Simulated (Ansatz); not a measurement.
Te$_{2}$Pt: computed property card

Te2Pt:
Space group R-3m, hexagonal axes (No. 166); a = b = 3.9329 Å, c = 17.1461 Å, α = β = 90.00°, γ = 120.00°

```
atom  site  symmetry       x       y       z
----  ----  --------  ------  ------  ------
Pt      3a       -3m  0.0000  0.0000  0.0000
Te      6c        3m  0.0000  0.0000  0.2521
```
(The calculation used a cell of 3 atoms; values per cell refer to that cell.)

Space group R-3m (No. 166); conventional cell a = 3.933 Å, b = 3.933 Å, c = 17.146 Å, α = 90.00°, β = 90.00°, γ = 120.00°.

Method: the program Ansatz at the LDA level (PAW). The cell and atoms are relaxed at this level. Other levels are named where they apply.

### Cell and energy

| Quantity | Result |
|---|---|
| Volume per atom | 25.52 Å³ |
| Density | 9.77 g/cm³ |
| Formation energy from the elements (no fitted shifts) | -0.36 eV/atom |

### Electronic structure

| Property | Value |
|---|---|
| Electronic character | metallic (no gap) |
| Density of states at the Fermi level | 0.29 states/eV per atom (mean over ±0.08 eV) |

### Mechanics

| Item | Result |
|---|---|
| Bulk modulus (Birch–Murnaghan fit) | 37.6 GPa |
| Pressure derivative B′ | 9.7 |

### Phonons

| Quantity | Result |
|---|---|
| Highest zone-centre frequency | 179 cm⁻¹ |
| Zone-centre stability | no imaginary mode at Γ |

The cell is a constructed one: a structure type filled with these elements; neither database checked (COD, Materials Project) lists it. COD files the formula under space group No. 164, so this cell is another polymorph or a model. Its standing as an ambient phase is unchecked. The cell was relaxed with LDA under the symmetry of its start. No spin polarisation was allowed. A crystal of weakly bound layers computed without a dispersion correction: the cell and the soft elastic constants depend strongly on that. As this level gives no gap, phonon frequencies hold no LO–TO term and depend on the k-mesh and smearing (Fermi–Dirac, 0.1 eV here). The references are the lowest solids computed at this level, not always the standard phases. Scalar-relativistic: spin–orbit coupling is off unless named, which matters more the heavier the elements.

Potentials: the earlier of the program's two PAW sets.
